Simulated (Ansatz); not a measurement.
Input and command of a plane-wave DFT calculation in Ansatz:

```yaml
crystal:
  lattice:
    - [3.139195, 0.0, 0.0]
    - [0.0, 3.139195, 0.0]
    - [0.0, 0.0, 3.187]
  atoms:
    - { symbol: Ta, position: [0.5, 0.5, 0.5] }
    - { symbol: Ru, position: [0.0, 0.0, 0.0] }
basis:
  ecutwfc: 500
kpoints:
  mp_grid: { grid: [16, 16, 16] }
hamiltonian:
  xc: r2scan
scf:
  occupations: { method: gaussian, width: 0.15 }
output:
  forces: true
  stress: true
  eigenvalues: true
```

```bash
ansatz run input.yaml --threads 1 --pin off --max-ram 2560MiB --backend cpu --events-out ev --progress --plain --runs-dir out
```

Processor: Arm Neoverse V2, 1 thread, on a host shared with other jobs.

Q: How long does it run, and how much memory does it take?

A: About 26 s on 1 thread of Arm Neoverse V2 (shared host), peak memory 0.55 GiB. It solves 19 bands at 405 k points (the mesh reduced by the symmetry that the task leaves, which can be less than the crystal's) with about 775 plane waves, in 7 SCF iterations.
